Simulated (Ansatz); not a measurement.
All numbers below come from DFT PBE, scalar-relativistic, plane waves, PAW in Ansatz 0.2.0. All cells share a 420 eV cutoff and Γ-centred k meshes spaced at most about 0.3 Å⁻¹ (about 0.25 or finer for metals, 2π included). Collinear spin in cells that started with moments and kept them past the coarse steps, no spin elsewhere.

Temperature and zero-point effects are left out.

Two forms of CsGd were relaxed alike.

A. (site moments Gd 7.0 μB)

```yaml
crystal:
  lattice:
    - [0.00000, 4.06064, 4.06064]
    - [4.06064, 0.00000, 4.06064]
    - [4.06064, 4.06064, 0.00000]
  atoms:
    - { symbol: Cs, position: [0.00000, 0.00000, 0.00000] }
    - { symbol: Gd, position: [0.50000, 0.50000, 0.50000] }
```

B. (site moments Cs 0.1; Gd 7.4 μB)

```yaml
crystal:
  lattice:
    - [4.85302, 0.00000, 0.00000]
    - [0.00000, 4.85302, 0.00000]
    - [0.00000, 0.00000, 4.85302]
  atoms:
    - { symbol: Cs, position: [0.00000, 0.00000, 0.00000] }
    - { symbol: Gd, position: [0.50000, 0.50000, 0.50000] }
```

Question: Which would you expect to be lower, and how large is the difference?

Answer: B is lower, by 0.36 eV/atom. A has the rock salt type, space group Fm-3m (No. 225), 67.0 Å³/atom and no gap on its mesh; B has the caesium chloride type, space group Pm-3m (No. 221), 57.1 Å³/atom and no gap. Counting all near atoms (those within 1.25 times the shortest distance at each site; a plus sign parts nearer from farther groups), A has Cs 6, Gd 6 and B has Cs 8+6, Gd 8+6. The denser one is the lower, and pressure would at first widen the difference. Even the lower one lies +0.85 eV/atom against the reference forms of the elements (uncorrected), so neither is stable at this level. In A, around Cs lie 6 Gd at 4.06 Å; around Gd lie 6 Cs at 4.06 Å. In B, Cs is surrounded by 8 Gd at 4.20 Å and 6 Cs at 4.85 Å; around Gd lie 8 Cs at 4.20 Å and 6 Gd at 4.85 Å. Both come from invented guesses.

The 4f shell of Gd is treated without a Hubbard U, which places its levels poorly. Another magnetic order may lie lower. Cells relaxed within their symmetry can be saddle points.
